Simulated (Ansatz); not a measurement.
All numbers below come from Ansatz 0.2.0, DFT PBE, scalar-relativistic, plane waves, PAW. Settings: cutoff 420 eV, Γ-centred meshes spaced at most about 0.3 Å⁻¹, and about 0.25 Å⁻¹ or finer for metals (2π included), Gaussian smearing. No spin polarisation in the final relaxations.

These are static total energies at zero pressure.

Two relaxed structures of ScBiTe3S:

A.

```cif
data_structure
_symmetry_space_group_name_H-M 'P4mm'
_symmetry_Int_Tables_number 99
_cell_length_a 5.1868
_cell_length_b 5.1868
_cell_length_c 9.9569
_cell_angle_alpha 90.000
_cell_angle_beta 90.000
_cell_angle_gamma 90.000
_cell_volume 267.87
loop_
_atom_site_label
_atom_site_type_symbol
_atom_site_symmetry_multiplicity
_atom_site_Wyckoff_symbol
_atom_site_fract_x
_atom_site_fract_y
_atom_site_fract_z
_atom_site_occupancy
Sc1 Sc 1 a 0.00000 0.00000 0.34572 1
Bi1 Bi 1 b 0.50000 0.50000 0.24276 1
Te1 Te 2 c 0.50000 0.00000 0.47886 1
Te2 Te 1 b 0.50000 0.50000 0.96902 1
S1 S 1 b 0.50000 0.50000 0.57176 1
```

B.

```cif
data_structure
_symmetry_space_group_name_H-M 'P-6m2'
_symmetry_Int_Tables_number 187
_cell_length_a 6.0960
_cell_length_b 6.0960
_cell_length_c 5.1440
_cell_angle_alpha 90.000
_cell_angle_beta 90.000
_cell_angle_gamma 120.000
_cell_volume 165.55
loop_
_atom_site_label
_atom_site_type_symbol
_atom_site_symmetry_multiplicity
_atom_site_Wyckoff_symbol
_atom_site_fract_x
_atom_site_fract_y
_atom_site_fract_z
_atom_site_occupancy
Sc1 Sc 1 a 0.00000 0.00000 0.00000 1
Bi1 Bi 1 c 0.33333 0.66667 0.00000 1
Te1 Te 3 k 0.33324 0.16662 0.50000 1
S1 S 1 e 0.66667 0.33333 0.00000 1
```

Task: Which would you expect to be lower, and how large is the difference?

Result: A is lower, by 55 meV/atom. A has space group P4mm (No. 99), 44.6 Å³/atom and no gap on its mesh; B has space group P-6m2 (No. 187), 27.6 Å³/atom and no gap. Counting Bi, Sc or Te atoms around S (for each partner element, those within 1.25 times its shortest distance or 1.15 times the sum of covalent radii, where it is the nearest in units of that sum or under 1.3; a plus sign parts groups by distance over the sum of covalent radii; the shortest distance is added where it exceeds 1.18 times the sum of covalent radii), A has S 4+1 and B has S 9 from 3.1 Å. Even the lower one lies +0.04 eV/atom against the reference forms of the elements (uncorrected), so neither is stable at this level. Both come from invented guesses. A third cell relaxed alike, in P4/mmm, lies 20 meV/atom below the lower of the two.

No dispersion correction is applied, so the spacing and binding between layers, chains or molecules are poorly described (P4mm), and this can change margins and order among such cells. Spin–orbit coupling, which can matter for Bi and Te, is left out. Cells relaxed within their symmetry can be saddle points.
